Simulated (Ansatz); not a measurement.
The cell comes from COD entry 9008522, which wasn't checked; take it as a given geometry.

Zn: DFT, PBEsol, all-electron PAW with datasets made for the crystal, scalar-relativistic (Ansatz 0.2.0).

Command: `ansatz run input.yaml --threads 1 --pin off --max-ram 3072MiB --backend cpu --events-out ev --progress --plain --runs-dir out` The run took 16 s on 1 thread of Arm Neoverse V2, with other jobs on the host, peak memory 0.54 GiB.

```yaml
crystal:
  lattice:
    - [2.6647980532, 0.0, 0.0]
    - [-1.3323990266, 2.30778281, 0.0]
    - [0.0, 0.0, 4.9467]
  atoms:
    - { symbol: Zn, position: [0.3333333333, 0.6666666667, 0.25] }
    - { symbol: Zn, position: [0.6666666667, 0.3333333333, 0.75] }
kpoints:
  mp_grid: { grid: [18, 18, 8] }
  band_path:
    path:
      - [0.0, 0.0, 0.0]
      - [0.5, 0.0, 0.0]
      - [0.3333333333, 0.3333333333, 0.0]
      - [0.0, 0.0, 0.0]
      - [0.0, 0.0, 0.5]
      - [0.5, 0.0, 0.5]
      - [0.3333333333, 0.3333333333, 0.5]
      - [0.0, 0.0, 0.5]
      - [0.5, 0.0, 0.5]
    npoints: 8
scf:
  occupations: { method: fermi_dirac, width: 0.03 }
hamiltonian:
  xc: pbesol
  pseudopotentials: { kind: all_electron, datasets: crystal }
output:
  forces: true
  stress: true
  eigenvalues: true
  efg: { contact_densities: true }
```

Output:

```
hamiltonian.pseudopotentials.datasets: crystal makes datasets for this crystal and solves the spheres of its atoms anew in each pass: cutoff 260.0 eV, the density's 1040.0 eV; for an error of 0.50 meV an atom under PBE, 1.0 meV for the cell; an energy difference from a run of another recipe may be off by several times the error for the cell, under r2SCAN by more, where some 0.1 meV an atom stays at smaller errors; Zn in spheres of 1.328 Å, 12 of its electrons in bands, 8 on its site; only band paths and densities of states list, in semicore columns, the levels of the semicore shells that are solved separately: 3s of Zn, 3p of Zn
Engine: ansatz 0.2.0
Pseudopotentials: kind: all_electron
Pseudopotential: Zn, paw, valence charge 20, recommended cutoff 260 eV (normal), Koelling and Harmon's equation, gaussian nucleus
Functional definition: PBEsol
  exchange = pbesol_x
  correlation = pbesol_c
Crystal: 2 atoms, lattice volume = 30.421 Å³
Basis set: ecut = 260 eV, 301 PW (Γ), exchange–correlation on 30×30×54 points (8 copies of the dense FFT grid, shifted against one another)
Bands: 16, of which v1, the nominal top of the filled ones, is band 12 counted from 1 (11 counted from 0)
Symmetry: 24 space group operations
Space group: P63/mmc (ITA 194), of the structure as read, at distance tolerance 3.1e-5 Å
k-points: 185 of 2592
Non-local potential: Zn, projectors of the file, l = 0: 1, l = 1: 1, l = 2: 2
PAW form: soft (Blöchl's): semilocal exchange-correlation on the pseudo side does not see the compensation charge
PAW one-centre angular grid: Zn, 590 points (default); XC on its mesh's 1913 points in the sphere
Initial density: superposition of atomic densities (neutral atoms: chi_scale 0, normalization atom)
Initial wavefunctions: pseudopotential atomic-orbital guess
Functional: x = pbesol(κ = 0.804, μ = 0.12345679012345678), c = pbesol(β = 0.046)
iter 1 solved again at ethr=2.72e-3 eV; its pass at ethr=1.00e-1 eV (dr2=6.52e-1 eV) is discarded
SCF iter   1: F=—  HF=-97669.938597 eV  |F-HF|=—  |Δ(HF+E_count)|=         —  Δρ=4.46e-2  dr2=6.08e-1  ethr=2.72e-3  ⟨swp⟩=2.9  Hψ=15825  notcnv=0
preconditioner: auto → none  [metal: Δε(μ)=0.032 eV  Ē_g=12.162 eV  σ=0.030 eV  W_gap=0.24  n_scr=4 (ndim 8)  ℏωp=33.0 eV  f_vac=0.000  D(μ)=0.52/eV (n_scr^D=2)  sad-step TF]
SCF iter   2: F=—  HF=-97669.840507 eV  |F-HF|=—  |Δ(HF+E_count)|=   9.81e-2  Δρ=1.69e-2  dr2=8.75e-2  ethr=2.53e-3  ⟨swp⟩=3.0  Hψ=6938  notcnv=0
SCF iter   3: F=—  HF=-97669.799737 eV  |F-HF|=—  |Δ(HF+E_count)|=   4.08e-2  Δρ=1.22e-2  dr2=4.64e-2  ethr=3.64e-4  ⟨swp⟩=2.8  Hψ=6190  notcnv=0  defer=1
iter 4 solved again at ethr=1.42e-6 eV; its pass at ethr=1.93e-4 eV (dr2=3.41e-4 eV) is discarded
SCF iter   4: F=—  HF=-97669.791326 eV  |F-HF|=—  |Δ(HF+E_count)|=   8.41e-3  Δρ=1.67e-3  dr2=3.60e-4  ethr=1.42e-6  ⟨swp⟩=2.4  Hψ=13647  notcnv=0  defer=4
SCF iter   5: F=—  HF=-97669.792008 eV  |F-HF|=—  |Δ(HF+E_count)|=   6.82e-4  Δρ=8.79e-4  dr2=1.05e-4  ethr=1.42e-6  ⟨swp⟩=3.0  Hψ=5841  notcnv=0  defer=1
SCF iter   6: F=—  HF=-97669.792323 eV  |F-HF|=—  |Δ(HF+E_count)|=   3.16e-4  Δρ=1.14e-4  dr2=2.36e-6  ethr=4.38e-7  ⟨swp⟩=3.0  Hψ=7427  notcnv=0  defer=1
SCF iter   7: F=—  HF=-97669.792321 eV  |F-HF|=—  |Δ(HF+E_count)|=   2.35e-6  Δρ=2.91e-5  dr2=1.52e-7  ethr=9.83e-9  ⟨swp⟩=3.0  Hψ=6482  notcnv=0
SCF iter   8: F=-97669.792321 eV  HF=-97669.792321 eV  |F-HF|=5.15e-9  |Δ(HF+E_count)|=   1.19e-7  Δρ=1.71e-6  dr2=7.49e-10  ethr=6.34e-10  ⟨swp⟩=3.0  Hψ=7193  notcnv=0
SCF 1 converged in 8 iterations: F = -97669.792320 eV  dr2 = 7.49e-10
  Residual-converged pass: ⟨swp⟩=2.9  Hψ=5252  notcnv=0  max |occ|·‖R‖ = 5.3e-6 eV (tolerance 5.3e-6 eV)  dr2=7.66e-10  dr2_onsite=5.72e-9  max |Δocc| = 1.3e-10
  greatest PAW one-centre occupation: 0.978 electrons in one spin orbital (limit 2), on the Zn atom at site 1 (counted from 0), in its partial waves of l = 2
NSCF: frozen V_eff on 65 k-points
SCF converged after 8 iterations
Free energy (F): -97669.792320 eV
Harris-Foulkes:  -97669.792320 eV  (|F-HF|=5.15e-9)
Internal energy: -97669.790830 eV  (E = F + TS)
E sigma→0 (E₀):  -97669.791575 eV
Entropy (-TS):   -0.001490 eV (-0.745 meV/atom)
Past the cutoff: the bands carry plane waves up to 1.75 times it, of which those up to 1.5 times it add -0.000359 eV an atom, each by itself; the spheres take 0.000395 eV an atom off the energy for waves past 1.75 times it
By the cutoff:   a pressure is off by up to 0.010 GPa (1.2 times the spheres' own share and the shells' term, over an atom's volume, and 0.004 GPa: a bound that held against runs at twice the plane waves)
Past the cutoffs: a stress includes 0.0030 GPa for waves and charges beyond them, in addition to the slope of what the spheres take
In the spheres:  the bands' charges fall short by 5.2e-8 e at most (sound up to 1e-3), those of shells solved beside the bands by 1.6e-8 e (sound up to 5e-4)
Fermi energy:    13.855518 eV
--- Per-component energies (eV) ---
  The terms above E_closure are by the made datasets' own strengths, without shells solved beside the bands.
--- Forces (eV/Å), atoms counted from 1 ---
  atom   1  Zn    -0.00000000     0.00000000     0.00000000
  atom   2  Zn    -0.00000000    -0.00000000     0.00000000
  max |Σ_I F_I| component: 2.78e-17 eV/Å
--- Stress (GPa, compression-positive) ---
       -6.074489       0.000000       0.000000
        0.000000      -6.074489       0.000000
        0.000000       0.000000      -3.963109
  P = ⅓ Tr σ = -5.3707 GPa (-53.707 kbar)
  It holds what live shells' own plane waves past their cutoff add
--- PAW observables at the nuclei: V_zz in 10²¹ V/m², potentials from the cell's mean, atoms counted from 1 ---
  atom   1  Zn V_zz =    +3.457957   η = 0.0000   by run symmetry: allowed
            electrostatic potential = -3944.609893 V   contact ρ = 166350.598016 e/Å³
  atom   2  Zn V_zz =    +3.457957   η = 0.0000   by run symmetry: allowed
            electrostatic potential = -3944.609893 V   contact ρ = 166350.598016 e/Å³
--- Band table (eV; the first three rows and the last of 185) ---
  k-point 0: bands = ["3.2905", "5.1411", "5.8564", "6.0852", "6.0852", "6.1357", "6.1357", "6.4694", "6.4694", "6.6795", "6.6795", "10.0569", "10.6789", "27.2319", "30.7843"]
  k-point 1: bands = ["3.3851", "5.1302", "5.8581", "6.0840", "6.0840", "6.1314", "6.1314", "6.4806", "6.4806", "6.6739", "6.6739", "8.8448", "12.0985", "25.6532", "31.1194"]
  k-point 2: bands = ["3.6616", "5.0812", "5.8714", "6.0824", "6.0824", "6.1200", "6.1200", "6.5105", "6.5105", "6.6571", "6.6571", "7.6051", "13.9750", "23.1559", "31.3943"]
  k-point 184: bands = ["5.8223", "5.8223", "5.9348", "5.9348", "6.1118", "6.1118", "6.2939", "6.2939", "6.6712", "6.6712", "14.6425", "14.6425", "15.5045", "15.5045", "15.8260"]
```
